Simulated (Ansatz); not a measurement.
W (fcc, Cu type)

```
CELL_PARAMETERS angstrom
      0.00000     3.97175     3.97175
      1.98588     0.00000     1.98588
      1.98588     1.98588     0.00000
ATOMIC_POSITIONS crystal
  W  0.00000 0.00000 0.00000
  W  0.50000 0.00000 0.00000
```

A phonon eigenvector at L = (0.5, 0.0, 0.0) is frozen into this cell: atom i moves by Q times the vector below, so Q is the largest atomic displacement, in Å. The cell is held. It is one choice among 2 degenerate patterns. (q is in reciprocal vectors of the primitive cell; the cell shown is doubled to hold the pattern.)

| atom | x | y | z |
|---|---|---|---|
| W1 | 0.285 | -0.520 | 0.805 |
| W2 | -0.285 | 0.520 | -0.805 |

Level of theory: LDA (plane waves to 420 eV, PAW, scalar-relativistic; Ansatz, an electronic-structure program). k mesh 10×20×20 (Γ-centred), Fermi-Dirac smearing 0.05 eV. Energies are smeared free energies. With partly filled bands, energies and forces of such displacements shift with the k mesh and the smearing. Spin-orbit coupling is left out, though W is heavy. This is one of several known forms of W; the measured ambient cells at hand have space group No. 229. W is run without spin polarisation. W was relaxed with its symmetry unable to fall. ΔE is measured from the undisplaced structure. The last digit holds for this mesh only.

```csv
Q (Å),ΔE (meV/cell)
-0.180,11.25
-0.150,5.30
-0.120,2.05
-0.090,withheld
-0.060,0.58
-0.030,0.18
0.000,0.00
0.030,0.18
0.060,0.58
0.090,withheld
0.120,2.05
0.150,5.30
0.180,11.25
```

Question: Fit an even polynomial form (powers 2, 4, 6) to the given rows and predict ΔE at Q = -0.090.

Answer: Least squares on the 11 given rows: ΔE = (92.66)·Q² + (1874)·Q⁴ + (185600)·Q⁶, in meV/cell with Q in Å; root-mean-square residual 0.154 meV/cell. At -0.090 the fit gives 0.97 meV/cell; the calculation gives 0.98 meV/cell, so the interpolation is off by -0.01 (-1.0 %). The quadratic term alone would give 0.75 meV/cell.

(A displaced cell: forces are minus the slopes of the energy, force constants its curvatures, and phonons follow from these.)
